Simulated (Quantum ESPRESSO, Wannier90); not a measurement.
Wannier functions of MgS (zinc blende)

```
begin unit_cell_cart
ang
    0.0000000000    2.8331200000    2.8331200000
    2.8331200000    0.0000000000    2.8331200000
    2.8331200000    2.8331200000    0.0000000000
end unit_cell_cart
begin atoms_frac
Mg   0.0000000000  0.0000000000  0.0000000000
S    0.2500000000  0.2500000000  0.2500000000
end atoms_frac
```

Materials Project entry mp-13032; symmetrised, unrelaxed at this level. Not found in the COD (Crystallography Open Database) copy used, which has the formula in other groups; not checked further. Computed values, not measurements, from PBEsol: Quantum ESPRESSO (norm-conserving PseudoDojo potentials, cutoff 68 Ry, no spin polarisation, no spin-orbit coupling) on a Γ-centred 10×10×10 mesh, then Wannier90. Density: 10×10×10 mesh, cold smearing 0.01 Ry.

Bands 5-8 form an isolated set from -11.27 to 0.00 eV relative to the valence-band maximum (on the path) and are turned into 4 Wannier functions by minimising the spread from the start: s functions at the bond centres.

Task: Where do the functions sit, how wide are they and what are they made of?

Result: 
```csv
functions,spread (Å²),"nearest atom, distance (Å)","second atom, distance (Å)",weight on atomic waves
4,1.41,S 0.59,Mg 1.87,"S 3p 68 %, S 3s 23 %, Mg 3s 8 %"
```

Ω_I = 4.83 Å², Ω_total = 5.64 Å²; the interpolated bands follow pw.x to 0.3 meV rms on the path. It is the lowest total spread that any start reached here.
